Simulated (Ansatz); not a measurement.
Data:

Ag (dhcp (α-La type), space group No. 194), a = 2.907 Å, b = 2.907 Å, c = 9.462 Å, α = 90.00°, β = 90.00°, γ = 120.00°.

This is the r²SCAN-relaxed structure.

Q: All from r²SCAN in the plane-wave PAW code Ansatz, unless another level is named. Predict the density of states at the Fermi level.

A: 0.27 states/eV per atom (mean over ±0.08 eV).

Q: Predict the gap with spin–orbit coupling.

A: none (metallic).

Space group P6_3/mmc (dhcp (α-La type)). The workflow started from a Materials Project entry (that database holds measured and hypothetical structures alike); the Crystallography Open Database files this formula in space group No. 194, but the cells were not matched. It is not the phase usual at ambient conditions (space group No. 225). The cell was relaxed with r²SCAN under the symmetry of its start; of distortions, only those at the zone centre were tested. No spin polarisation was allowed. Axis ratios of metals converge slowly with the k-mesh, so a and c are less sure than the volume. Spin–orbit coupling is left out wherever it is not named.

Potentials: the later of the program's two PAW sets.
